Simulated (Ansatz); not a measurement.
B:
```
CELL_PARAMETERS angstrom
     -2.31942     2.31942     2.31942
      2.31942    -2.31942     2.31942
      2.31942     2.31942    -2.31942
ATOMIC_POSITIONS crystal
  B  0.00000 0.25000 0.50000
  B  0.25000 0.50000 0.00000
  B  0.50000 0.00000 0.25000
  B  0.25000 0.25000 0.25000
```

Relaxed with r²SCAN. Special points in fractions of this cell's reciprocal vectors: Γ (0.000, 0.000, 0.000); H (0.500, -0.500, 0.500); N (0.000, 0.000, 0.500); P (0.250, 0.250, 0.250).

### Question
List the band energies nearest the valence-band maximum at these points for DFT-r²SCAN in the program Ansatz with PAW potentials.

### Answer
In eV from the valence-band maximum; about four levels below and three above (degenerate sets whole), none deeper than 8.9 eV; points with the same levels are listed once.

| k | below | above |
|---|---|---|
| Γ | -3.26 -3.26 -3.26 -1.79 -1.79 | 1.80 1.80 1.80 |
| H | -7.58 -7.58 -7.58 -2.59 -2.59 -2.59 | 5.35 5.42 5.42 5.42 |
| N | -4.50 -2.38 -2.36 -1.38 | 3.17 4.51 4.64 |
| P | -4.83 -4.83 -0.14 -0.14 | 3.82 3.82 5.52 5.52 |

Space group I4_132. The start of the workflow was typed in or built on a structure type; neither database checked (COD, Materials Project) lists it. It is not the phase usual at ambient conditions (space group No. 166). The cell was relaxed with r²SCAN under the symmetry of its start; whether a distortion lowers the energy is not shown.

Potentials: the earlier of the program's two PAW sets.
